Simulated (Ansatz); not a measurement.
# Li: levels along high-symmetry lines

```
CELL_PARAMETERS angstrom
3.11100 0.00000 0.00000
-1.55550 2.69421 0.00000
0.00000 0.00000 5.09300
ATOMIC_POSITIONS crystal
Li 0.33333 0.66667 0.25000
Li 0.66667 0.33333 0.75000
```

Atom numbers follow the list: Li1, Li2.

The structure is an experimental refinement, used without relaxation.

Computed with DFT, PBEsol, all-electron LAPW, scalar-relativistic in Ansatz 0.2.0.

Sampling and basis: a Γ-centred 15×15×8 k mesh, Fermi–Dirac smearing of 0.03 eV, basis error target 0.25 meV/atom, no spin polarisation.

Points in fractions of the reciprocal vectors of this cell: Γ (0, 0, 0), M (0.5, 0, 0), K (0.333, 0.333, 0), A (0, 0, 0.5), L (0.5, 0, 0.5), H (0.333, 0.333, 0.5). The path joins them by straight lines in the order Γ–M–K–Γ–A–L–H–A–L; legs that retrace an earlier one aren't tabulated. Energies are in eV from the Fermi level.

List the levels at Γ between -5 and 2.5 eV.

-3.50, -0.01.

List the levels at M between -5 and 2.5 eV.

-0.07, 0.98.

List the levels at K between -5 and 2.5 eV.

1.28, 2.15 (×2).

What is the band gap?

none: bands cross the Fermi level, a metal.
